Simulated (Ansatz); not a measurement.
**Elastic constants of NbRu at 10 GPa (stress–strain coefficients): input and output**

The calculation used Ansatz 0.2.0, DFT LDA, scalar-relativistic, plane waves, PAW.

Launched with:
```bash
ansatz run input.yaml --threads 1 --pin off --max-ram 3072MiB --backend cpu --events-out ev --progress --plain --runs-dir out
```

Input (bare energies are in eV):
```yaml
crystal:
  lattice:
    - [2.9713330951, 0.0, 0.0]
    - [0.0, 2.9713330951, 0.0]
    - [0.0, 0.0, 3.3259638501]
  atoms:
    - { symbol: Nb, position: [0.0, 0.0, 0.0] }
    - { symbol: Ru, position: [0.5, 0.5, 0.5] }
basis:
  ecutwfc: 420
kpoints:
  mp_grid: { grid: [14, 14, 12] }
hamiltonian:
  xc: lda
scf:
  occupations: { method: fermi_dirac, width: 0.15 }
output:
  forces: true
  stress: true
  eigenvalues: true
elastic:
  mode: relaxed_ion
  amplitude: 0.005
```

From the output:
```
--- Elastic constants: 4 strain directions × 4 members + reference (group order 16) ---
  dense FFT box of the reference and of every strained cell: 24×24×24
  strains applied: 11, 33, 23, 12; error gains: componentwise 1.00 (the most a stress slope's error grows in a printed constant), spectral 1.41 (1 for all six strains in a standard setting)
  C = ∂σ_k/∂η_j (tension-positive GPa; Voigt order 11 22 33 23 13 12):
       394.697    252.663    271.607      0.000      0.000     -0.000
       252.663    394.697    271.607      0.000      0.000     -0.000
       271.602    271.602    388.049      0.000      0.000     -0.000
         0.000      0.000      0.000     71.729      0.000      0.000
         0.000      0.000      0.000      0.000     71.729      0.000
        -0.000     -0.000      0.000      0.000      0.000     69.852
  reference stress σ⁰ (GPa):    -10.017    -10.017    -10.015     -0.000     -0.000     -0.000
  C* (energy form; C + prestress term) asymmetry max|C*_kj − C*_jk| = 3.204e-3 GPa — a small one proves nothing (zero by symmetry where the batch's group is 432, −43m or m−3m); a large one is finite-difference/SCF noise where every solve ...
  moduli (Voigt/Reuss/Hill, GPa): K = 307.69/307.59/307.64   G = 68.10/67.49/67.79   E = 189.46   ν = 0.397
  mechanically stable: yes (min eigenvalue of sym C = 69.85 GPa)
  strain η (Voigt 11):  stress-route row diagonal C_11 = 394.70 GPa, energy-path curvature d²(F+E_count+ΔE)/dδ²/Ω₀ = 394.69 GPa
    cells at ±δ against ±2δ: C31 271.67 and 271.89 GPa, apart by 0.05 % of the column's largest entry
         δ    σ_11 (GPa) F (eV) n_scf n_hpsi n_pw
    -1.000e-2     -14.0889      -10201.2461107       9  172516    586   relax 0 steps, max|allowed force component| 6.71e-30 eV/Å
    -5.000e-3     -12.0214      -10201.2580687       4  127920    586   relax 0 steps, max|allowed force component| 3.94e-31 eV/Å
     5.000e-3      -8.0743      -10201.2764452       4  131505    608   relax 0 steps, max|allowed force component| 5.92e-30 eV/Å
     1.000e-2      -6.1936      -10201.2829775       8  153787    608   relax 0 steps, max|allowed force component| 5.92e-30 eV/Å
  strain η (Voigt 33):  stress-route row diagonal C_33 = 388.05 GPa, energy-path curvature d²(F+E_count+ΔE)/dδ²/Ω₀ = 388.04 GPa
    cells at ±δ against ±2δ: C33 387.95 and 387.65 GPa, apart by 0.08 % of the column's largest entry
         δ    σ_33 (GPa) F (eV) n_scf n_hpsi n_pw
    -1.000e-2     -13.9506      -10201.2462158       8   97288    586   relax 0 steps, max|allowed force component| 2.46e-28 eV/Å
    -5.000e-3     -11.9697      -10201.2580910       4   73788    588   relax 0 steps, max|allowed force component| 2.34e-28 eV/Å
     5.000e-3      -8.0902      -10201.2764540       4   73419    600   relax 0 steps, max|allowed force component| 2.58e-29 eV/Å
     1.000e-2      -6.1976      -10201.2829975       7   78868    600   relax 0 steps, max|allowed force component| 1.74e-29 eV/Å
  strain η (Voigt 23):  stress-route row diagonal C_44 = 71.73 GPa, energy-path curvature d²(F+E_count+ΔE)/dδ²/Ω₀ = 76.74 GPa
    cells at ±δ against ±2δ: C44 71.77 and 71.91 GPa, apart by 0.19 % of the column's largest entry
         δ    σ_23 (GPa) F (eV) n_scf n_hpsi n_pw
    -1.000e-2      -0.7191      -10201.2674576       7  251467    590   relax 0 steps, max|allowed force component| 0.00e0 eV/Å
    -5.000e-3      -0.3589      -10201.2679859       4  183568    592   relax 0 steps, max|allowed force component| 1.34e-29 eV/Å
     5.000e-3       0.3589      -10201.2679859       4  182662    592   relax 0 steps, max|allowed force component| 1.21e-28 eV/Å
     1.000e-2       0.7191      -10201.2674576       7  219890    590   relax 0 steps, max|allowed force component| 0.00e0 eV/Å
  strain η (Voigt 12):  stress-route row diagonal C_66 = 69.85 GPa, energy-path curvature d²(F+E_count+ΔE)/dδ²/Ω₀ = 74.85 GPa
    cells at ±δ against ±2δ: C66 69.86 and 69.90 GPa, apart by 0.05 % of the column's largest entry
         δ    σ_12 (GPa) F (eV) n_scf n_hpsi n_pw
    -1.000e-2      -0.6990      -10201.2674751       7  140019    596   relax 0 steps, max|allowed force component| 1.07e-28 eV/Å
    -5.000e-3      -0.3493      -10201.2679898       3  103345    596   relax 0 steps, max|allowed force component| 6.31e-30 eV/Å
     5.000e-3       0.3493      -10201.2679898       3  102937    596   relax 0 steps, max|allowed force component| 6.31e-30 eV/Å
     1.000e-2       0.6990      -10201.2674751       7  126234    596   relax 0 steps, max|allowed force component| 1.07e-28 eV/Å
```

The run took 3.5 min on 1 thread of Arm Neoverse V1, with other jobs on the host, peak memory 0.63 GiB.

In a metal, frequencies and elastic constants depend on the k mesh and the smearing, soft modes and shear constants most. Other phases may be more stable at this pressure.